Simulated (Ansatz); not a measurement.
MgInCu$_{4}$:
```yaml
crystal:
  lattice:
    - [0.00000, 3.49397, 3.49397]
    - [3.49397, 0.00000, 3.49397]
    - [3.49397, 3.49397, 0.00000]
  atoms:
    - { symbol: Mg, position: [0.00000, 0.00000, 0.00000] }
    - { symbol: In, position: [0.75000, 0.75000, 0.75000] }
    - { symbol: Cu, position: [0.37471, 0.37471, 0.37471] }
    - { symbol: Cu, position: [0.37471, 0.37471, 0.87587] }
    - { symbol: Cu, position: [0.37471, 0.87587, 0.37471] }
    - { symbol: Cu, position: [0.87587, 0.37471, 0.37471] }
```

Relaxed with r²SCAN. Special points in fractions of this cell's reciprocal vectors: Γ (0.000, 0.000, 0.000); X (0.500, 0.000, 0.500); U (0.625, 0.250, 0.625); K (0.375, 0.375, 0.750); L (0.500, 0.500, 0.500); W (0.500, 0.250, 0.750).

List the band energies nearest the Fermi level at these points for r²SCAN (plane waves, PAW; program Ansatz).

In eV from the Fermi level; about four levels below and three above (degenerate sets whole), none deeper than 8.9 eV; points with the same levels are listed once.

| k | below | above |
|---|---|---|
| Γ | -0.57 -0.37 -0.37 -0.37 | 2.24 2.76 2.76 2.76 |
| X | -1.59 -0.78 -0.78 -0.55 | 6.88 7.37 7.37 |
| U | -2.15 -1.95 -0.94 -0.68 | 1.94 4.70 4.74 |
| L | -1.58 -0.42 -0.29 -0.29 | 1.71 1.71 1.96 |
| W | -2.12 -2.12 -1.97 -1.80 | 1.32 1.95 2.74 |

Space group F-43m. The first step of the workflow began from a Materials Project structure, measured or hypothetical; the Crystallography Open Database files this formula in space group No. 216, but the cells were not matched. Whether it is the stable phase at ambient conditions was not checked. The cell was relaxed with r²SCAN under the symmetry of its start; its stability against distortions is not shown here. The run is not spin-polarised. Scalar-relativistic: spin–orbit coupling is off unless named, which matters more the heavier the elements.

Potentials: the earlier of the program's two PAW sets.
